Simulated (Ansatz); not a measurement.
NaCl (rocksalt), relaxed with r2SCAN, was run in Ansatz under altered settings. All numbers are computed, without spin polarisation but where a row says otherwise.

```
Na Cl
1.0
     0.00000    2.80270    2.80270
     2.80270    0.00000    2.80270
     2.80270    2.80270    0.00000
Na Cl
1 1
Direct
  0.00000 0.00000 0.00000
  0.50000 0.50000 0.50000
```

The base run's other keys:
```yaml
kpoints:
  mp_grid: { grid: [4, 4, 4] }
hamiltonian:
  xc: hse06
scf:
  occupations: { method: fixed }
  n_extra_bands: 4
```

It takes 9 iterations with 869 plane waves at 420 eV and 8 k points, and leaves a mean stress of +0.70 GPa. The gap over this mesh is 6.560 eV.

Outcomes, with energy and stress as changes against the base:
```csv
setting,outcome,ΔF (meV/atom),Δ mean stress (GPa),gap on the mesh (eV),iterations
"PBE hybrid, exx coeff 0.3, omega 0.5 1/Å",converged,–,0.0,6.074,10
"PBE hybrid, exx coeff 1.0, omega 0.5 1/Å",converged,–,-1.3,8.214,14
"PBE hybrid, exx coeff 0.05, omega 0.5 1/Å",converged,–,+0.5,5.327,9
"PBE hybrid, exx coeff 0.3, omega 0.2078 1/Å",converged,–,-0.1,6.842,11
scf.mixing.ndim: 1,converged,0.0,0.0,6.560,13
```
A dash marks a value that wasn't obtained or can't be compared. Stress is positive in compression.

- PBE hybrid, exx coeff 0.3, omega 0.5 1/Å. That is 30 % exact exchange, screened with ω = 0.5 1/Å, against HSE06's 25 % screened at 0.208 1/Å. The mean stress moves by 0.0 GPa and the gap on the mesh by -0.486 eV (to 6.074). Totals of different functionals aren't comparable.
- PBE hybrid, exx coeff 1.0, omega 0.5 1/Å. That is 100 % exact exchange, screened with ω = 0.5 1/Å, against HSE06's 25 % screened at 0.208 1/Å. The mean stress moves by -1.3 GPa and the gap on the mesh by +1.653 eV (to 8.214). Totals of different functionals aren't comparable.
- PBE hybrid, exx coeff 0.05, omega 0.5 1/Å. That is 5 % exact exchange, screened with ω = 0.5 1/Å, against HSE06's 25 % screened at 0.208 1/Å. The mean stress moves by +0.5 GPa and the gap on the mesh by -1.234 eV (to 5.327). Totals of different functionals aren't comparable.
- PBE hybrid, exx coeff 0.3, omega 0.2078 1/Å. That is 30 % exact exchange, screened with ω = 0.2078 1/Å, against HSE06's 25 % screened at 0.208 1/Å. The mean stress moves by -0.1 GPa and the gap on the mesh by +0.282 eV (to 6.842). Totals of different functionals aren't comparable.

Within 1 meV an atom, 0.1 GPa and 0.005 eV of the base stay: scf.mixing.ndim: 1.

The stress of a hybrid is loosely converged in these runs.

The meshes of the hybrids are coarse, so their gaps aren't converged to the digits shown.
